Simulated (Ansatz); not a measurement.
A distorted cell of HfO₂ (tetragonal-ZrO2 type, space group P4_2/nmc):

```
CELL_PARAMETERS angstrom
      3.56707     0.00000     0.00000
      0.00000     3.56707     0.00000
      0.00000     0.00000     5.16595
ATOMIC_POSITIONS crystal
  Hf 0.00000 0.00000 0.00000
  Hf 0.50000 0.50000 0.50000
  O  0.00000 0.50000 0.20010
  O  0.00000 0.50000 0.70010
  O  0.50000 0.00000 0.29990
  O  0.52458 0.02458 0.79990
```

Computed with PBEsol (plane waves to 420 eV, PAW, scalar-relativistic; Ansatz, a first-principles code). k mesh 8×8×5 (Γ-centred), Fermi-Dirac smearing 0.05 eV. Energies are smeared free energies. Compression counts positive. HfO2 is run without spin polarisation. HfO2 was relaxed with its symmetry unable to fall. Spin-orbit coupling is left out, though Hf is heavy. This is a high-temperature form of HfO2.

Question: What forces act on the atoms (eV/Å, Cartesian)?

Answer: 
```csv
atom,Fx,Fy,Fz
Hf1,0.832,0.097,0.149
Hf2,0.063,-0.174,-0.068
O3,0.029,0.028,0.010
O4,0.629,0.488,-0.018
O5,0.078,0.078,0.016
O6,-1.632,-0.518,-0.089
```

Question: What is the stress tensor (GPa)?

Answer: 
```
   1.01     0.18     2.20
   0.18     0.51    -0.76
   2.20    -0.76     0.48
```
The pressure, a third of the trace, is 0.67 GPa.

Question: In it atom 6 sits (0.088, 0.088, 0.000) Å away from its relaxed site. What is its energy relative to the relaxed cell?

Answer: 94 meV/cell.

(For displaced atoms, the force is minus the slope of the energy, and its curvature is a force constant, which sets phonon frequencies.)
